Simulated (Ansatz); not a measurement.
## In₂Au: frozen-core PAW against all-electron methods

```yaml
crystal:
  lattice:
    - [0.00000, 3.21849, 3.25100]
    - [3.21849, 0.00000, 3.25100]
    - [3.21849, 3.21849, 0.00000]
  atoms:
    - { symbol: In, position: [0.25000, 0.25000, 0.25000] }
    - { symbol: In, position: [0.75000, 0.75000, 0.75000] }
    - { symbol: Au, position: [0.00000, 0.00000, 0.00000] }
```

Atoms are numbered in the order listed.

The cell is COD entry 9009001, as deposited and not checked against the literature; nothing was relaxed. The listed cell was then made from it by scaling, straining or moving an atom.

Spin–orbit coupling is left out, though it moves levels of the heavy atoms by tenths of an eV or more.

Levels of theory: DFT, LDA, PAW with Ansatz's default frozen-core files, scalar-relativistic (Ansatz 0.2.0); DFT, LDA, all-electron PAW with datasets made for the crystal, scalar-relativistic (Ansatz 0.2.0); DFT, LDA, all-electron LAPW, scalar-relativistic (Ansatz 0.2.0).

For PAW: a Γ-centred 10×10×10 k mesh, Fermi–Dirac smearing of 0.05 eV, cutoff 420 eV, no spin polarisation; the PAW files were made with PBE, and the program remakes their frozen cores for this functional. The crystal-made all-electron datasets (AE datasets) take a cutoff of 260 eV at this cell. LAPW targets a basis error of 0.5 meV/atom. The Ansatz runs share mesh, smearing and spin set-up. Plane-wave (PAW) pressures include the program's estimate of the Pulay term.

Stress and pressure are positive in compression.

The change that made this cell: equal xx and yy strain of -1 %.

| quantity | PAW | AE datasets | LAPW |
| --- | --- | --- | --- |
| pressure (GPa) | 0.13 | 0.14 | 0.15 |
| stress xx (GPa) | 0.24 | 0.26 | 0.26 |
| stress zz (GPa) | -0.10 | -0.09 | -0.09 |

PAW's pressure differs from the LAPW value by -0.02 GPa. Datasets made for the crystal and LAPW share parts of one code, so their agreement isn't an independent check.
